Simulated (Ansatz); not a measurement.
# Axial (c/a) deformation path in Mg

These are results of DFT PBE, scalar-relativistic, plane waves, PAW in Ansatz 0.2.0, not measurements. Settings: plane waves to 420 eV, k-mesh 18×18×10 (Γ-centred), Gaussian smearing 0.15 eV. No spin polarisation. Energies are free energies at this smearing, counted from the undisturbed cell; pressure is positive in compression.

The starting cell (as given, not relaxed at this level; it stands at -0.4 GPa):

```yaml
crystal:
  lattice:
    - [3.20927, 0.00000, 0.00000]
    - [-1.60464, 2.77931, 0.00000]
    - [0.00000, 0.00000, 5.21033]
  atoms:
    - { symbol: Mg, position: [0.33333, 0.66667, 0.25000] }
    - { symbol: Mg, position: [0.66667, 0.33333, 0.75000] }
```

At fixed volume and fractional coordinates, lengths along (0.000, 0.000, 1.000) are scaled against those across it; ρ is that ratio over its starting value. The cell is metallic on the mesh throughout.

```tsv
ρ	ΔE (meV/atom)
0.800	101.7
0.850	56.3
0.920	14.0
0.960	2.6
1.000	0.0
1.050	5.7
1.100	20.7
1.200	69.6
1.300	152.1
```

Q: Predict the pressure (GPa) at each point.

A:
```csv
ρ,pressure (GPa)
0.800,1.1
0.850,0.5
0.920,-0.2
0.960,-0.4
1.000,-0.4
1.050,-0.3
1.100,0.0
1.200,1.1
1.300,2.9
```